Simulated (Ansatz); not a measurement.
ZrPbO₃: stationary points along a deformation path

Theory: Ansatz, DFT r2SCAN, scalar-relativistic, plane waves, PAW. Cutoff 500 eV, Γ-centred 6×6×6 k-points, Gaussian smearing of 0.05 eV. Spin–orbit coupling is left out, which matters for the heavy elements here. No spin polarisation. Energies are free energies at this smearing, counted from the undisturbed cell; pressure is positive in compression.

The starting cell (as given, not relaxed at this level; it stands at -5.6 GPa, and it needn't be the usual structure):

```xyz
5
Lattice="4.2089 0.0000 0.0000 0.0000 4.2089 0.0000 0.0000 0.0000 4.2089" Properties=species:S:1:pos:R:3 pbc="T T T"
Zr    0.0000    0.0000    0.0000
Pb    2.1045    2.1045    2.1045
O     2.1045    0.0000    0.0000
O     0.0000    0.0000    2.1045
O     0.0000    2.1045    0.0000
```

At fixed volume and fractional coordinates, lengths along (0.000, 0.000, 1.000) are scaled against those across it; ρ is that ratio over its starting value. V = 14.912 Å³/atom. Δσ is the stress along the axis less the mean stress across it (compression positive).

| ρ | ΔE (meV/atom) | Δσ (GPa) | space group |
| --- | --- | --- | --- |
| 0.650 | 2162.5 | 201.17 | P4/mmm |
| 0.707 | 1255.8 | 145.56 | P4/mmm |
| 0.780 | 550.4 | 86.67 | P4/mmm |
| 0.850 | 203.2 | 45.83 | P4/mmm |
| 0.920 | 47.0 | 19.35 | P4/mmm |
| 0.960 | 10.6 | 8.60 | P4/mmm |
| 1.000 | 0.0 | 0.00 | Pm-3m |
| 1.050 | 13.6 | -8.76 | P4/mmm |
| 1.100 | 49.8 | -16.22 | P4/mmm |
| 1.200 | 173.3 | -29.55 | P4/mmm |
| 1.300 | 352.0 | -42.66 | P4/mmm |
| 1.414 | 614.7 | -58.48 | P4/mmm |
| 1.500 | 851.9 | -71.27 | P4/mmm |

Problem. How does the stress give the slope of the energy, and where is the energy stationary?

Solution. Along the path d ln(length) is 2/3 d ln ρ on the axis and −1/3 d ln ρ across it, so dE/d ln ρ = −(2/3) V Δσ: the energy falls with ρ where Δσ is positive. Δσ vanishes or changes sign at ρ = 1.000 (Pm-3m), a minimum at 0.0 meV/atom. Pairs of stationary points between two samples would go unseen, and could change a minimum read from distant neighbours into a maximum. At ρ = 1.000 the cell is cubic, where symmetry alone makes the stress isotropic and the slope zero.

Problem. Which shear constant sets the curvature at ρ = 1?

Solution. For a cubic crystal E/V = (2/3) C (ln ρ)² with C = C′ = (C11 − C12)/2, so Δσ = −2C ln ρ. The parabola of Δσ against ln ρ through ρ = 0.960, 1 and 1.050 gives C ≈ 98 GPa with the ions clamped, rough because the steps are large. It is the stress–strain coefficient at this cell's pressure of -5.6 GPa, not the zero-pressure constant.

Problem. Integrate that slope from ρ = 1 to 1.200 by the trapezoid rule.

Solution. With V/N in Å³ and 1 eV/Å³ = 160.2 GPa the slopes at ρ = 1.000, 1.050, 1.100, 1.200 are 0, 544, 1006, 1834 meV/atom per unit of ln ρ. The steps add 13.3 + 36.1 + 123.6 = 172.9 meV/atom, against 173.3 from the energies; the trapezoid rule misses the curvature of the slope within each step.

The gap closes along the scan, which can put kinks into the curve.

Symmetry holds off the tilts and polar distortions that many cubic perovskites undergo.

Cost: 13 runs of about 2.2 core-minutes in all, on Oxide Virtual Turin-like Processor (Zen 5) (shared hosts).